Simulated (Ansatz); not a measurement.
Method: Ansatz, DFT PBE, scalar-relativistic, plane waves, PAW. Plane waves to 420 eV, a 6×6×2 mesh through Γ for the 8-atom cell and 0.02 eV Gaussian smearing; no spin polarisation.

Formation energies are uncorrected and count from the elements' standard states at the same level.

Question: Find a candidate tetragonal semiconductor that holds Cd and 2 more elements, with a gap near 1.8 eV, a formation energy near −0.78 eV/atom and a density near 4.14 g/cm³, in a cell of 8 atoms. Its symmetry should be P-4m2 (No. 115).

Answer: Mg₃CdTe₄, space group P-4m2 (No. 115). Around Mg on a site of symmetry 2mm lie 4 Te at 2.82 Å; Mg on a site of symmetry -4m2 is surrounded by 4 Te at 2.82 Å; Cd is surrounded by 4 Te at 2.86 Å; Te on its first site is surrounded by 4 Mg at 2.82 Å; 1 more site not described.

```xyz
8
Lattice="4.6318 0.0000 0.0000 0.0000 4.6318 0.0000 0.0000 0.0000 13.0195" Properties=species:S:1:pos:R:3 pbc="T T T"
Mg    2.3159    2.3159    3.2831
Mg    0.0000    0.0000    6.5097
Mg    2.3159    2.3159    9.7364
Cd    0.0000    0.0000    0.0000
Te    2.3159    0.0000    4.8963
Te    0.0000    2.3159    8.1232
Te    2.3159    0.0000   11.3392
Te    0.0000    2.3159    1.6803
```

- Volume per atom: 34.91 Å³
- Density: 4.14 g/cm³
- Energy over the elements: −0.776 eV/atom
- Gap on the 6×6×2 mesh of the 8-atom cell: 1.78 eV

The structure comes from a generated guess, relaxed at this level; another structure or a mixture of phases may lie lower. The answer needn't be unique; the calculation gave this one.

Spin–orbit coupling, which can matter for Te, is left out. Kohn–Sham gaps at this level usually fall short of measured ones. The missing spin–orbit coupling can work the other way here. The reference form of Te is held partly by dispersion forces, which this level lacks. A structure relaxed within its symmetry needn't be a true minimum.
